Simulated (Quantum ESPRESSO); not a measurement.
Band energies of HgSe

```
HgSe
1.0
    0.00000     3.06614     3.06614
    3.06614     0.00000     3.06614
    3.06614     3.06614     0.00000
Se Hg
1 1
Cartesian
  1.53307   1.53307   1.53307
  0.00000   0.00000   0.00000
```

PBE (stringent potentials; pw.x of Quantum ESPRESSO, ONCV potentials, scalar-relativistic); path ΓXWKΓLUWLK,UX; energies in eV from the Fermi level.

| k (1/Å) | point | band 18 | band 19 | band 20 | band 21 | band 22 | band 23 | band 24 | band 25 |
|---|---|---|---|---|---|---|---|---|---|
| 0.00 | Γ | -6.33 | -6.33 | -0.99 | -0.02 | -0.02 | -0.02 | 5.51 | 5.51 |
| 0.23 |  | -6.35 | -6.32 | -1.80 | -0.34 | -0.34 | 0.85 | 4.80 | 5.91 |
| 0.57 |  | -6.37 | -6.27 | -3.44 | -1.40 | -1.40 | 2.39 | 3.50 | 7.52 |
| 0.80 |  | -6.24 | -6.22 | -4.44 | -1.99 | -1.99 | 2.73 | 3.14 | 7.98 |
| 1.02 | X | -6.23 | -5.98 | -4.99 | -2.21 | -2.21 | 2.75 | 3.05 | 8.38 |
| 1.15 |  | -6.23 | -5.95 | -5.01 | -2.28 | -2.23 | 2.85 | 3.24 | 8.25 |
| 1.54 | W | -6.38 | -5.76 | -5.17 | -2.62 | -2.34 | 3.52 | 5.14 | 6.06 |
| 1.78 |  | -6.30 | -5.82 | -5.13 | -2.75 | -1.94 | 3.07 | 4.55 | 7.26 |
| 1.90 | K | -6.28 | -5.83 | -5.13 | -2.78 | -1.81 | 2.89 | 4.47 | 7.92 |
| 2.10 |  | -6.32 | -6.06 | -4.89 | -2.73 | -1.36 | 2.77 | 5.19 | 6.82 |
| 2.29 |  | -6.35 | -6.25 | -4.22 | -2.20 | -0.87 | 2.35 | 5.63 | 5.78 |
| 2.59 |  | -6.35 | -6.31 | -2.78 | -0.97 | -0.29 | 1.34 | 4.94 | 5.95 |
| 2.89 |  | -6.33 | -6.33 | -1.23 | -0.09 | -0.04 | 0.19 | 5.39 | 5.54 |
| 2.99 | Γ | -6.33 | -6.33 | -0.99 | -0.02 | -0.02 | -0.02 | 5.51 | 5.51 |
| 3.08 |  | -6.33 | -6.33 | -1.23 | -0.05 | -0.05 | 0.17 | 5.40 | 5.56 |
| 3.38 |  | -6.33 | -6.33 | -2.91 | -0.43 | -0.43 | 0.98 | 5.22 | 6.02 |
| 3.58 |  | -6.31 | -6.31 | -4.11 | -0.73 | -0.73 | 1.11 | 5.95 | 6.23 |
| 3.87 | L | -6.29 | -6.03 | -5.36 | -0.95 | -0.95 | 1.09 | 6.26 | 6.26 |
| 4.19 |  | -6.29 | -5.98 | -5.17 | -2.12 | -1.28 | 2.31 | 5.32 | 6.94 |
| 4.40 |  | -6.29 | -5.88 | -5.11 | -2.75 | -1.66 | 2.85 | 4.77 | 7.45 |
| 4.50 | U | -6.28 | -5.83 | -5.13 | -2.78 | -1.81 | 2.89 | 4.47 | 7.92 |
| 4.74 |  | -6.34 | -5.78 | -5.15 | -2.68 | -2.19 | 3.39 | 4.83 | 6.48 |
| 4.86 | W | -6.38 | -5.76 | -5.17 | -2.62 | -2.34 | 3.52 | 5.14 | 6.06 |
| 4.95 |  | -6.38 | -5.79 | -5.15 | -2.67 | -2.21 | 3.46 | 5.16 | 6.01 |
| 5.23 |  | -6.31 | -5.96 | -5.14 | -2.28 | -1.45 | 2.59 | 5.32 | 6.27 |
| 5.50 |  | -6.29 | -6.02 | -5.34 | -1.11 | -0.98 | 1.27 | 6.10 | 6.32 |
| 5.59 | L | -6.29 | -6.03 | -5.36 | -0.95 | -0.95 | 1.09 | 6.26 | 6.26 |
| 5.68 |  | -6.29 | -6.02 | -5.34 | -1.11 | -0.98 | 1.27 | 6.11 | 6.32 |
| 5.95 |  | -6.29 | -5.96 | -5.14 | -2.30 | -1.37 | 2.49 | 5.19 | 6.98 |
| 6.13 |  | -6.29 | -5.87 | -5.11 | -2.76 | -1.69 | 2.87 | 4.73 | 7.52 |
| 6.21 | K | -6.28 | -5.83 | -5.13 | -2.78 | -1.81 | 2.89 | 4.47 | 7.92 |
| 6.21 | U | -6.28 | -5.83 | -5.13 | -2.78 | -1.81 | 2.89 | 4.47 | 7.92 |
| 6.31 |  | -6.26 | -5.86 | -5.09 | -2.64 | -1.98 | 2.88 | 3.97 | 8.02 |
| 6.58 | X | -6.23 | -5.98 | -4.99 | -2.21 | -2.21 | 2.75 | 3.05 | 8.38 |

At this level the gap is closed or nearly so: along the path the highest valence and lowest conduction bands touch, or overlap by less than 0.6 eV, a zero-gap or semimetallic result; the valence top lies at Γ, the conduction bottom at Γ.

Without spin-orbit coupling, band edges of such heavy elements can be off by tenths of an eV.

Geometry relaxed with PBEsol.
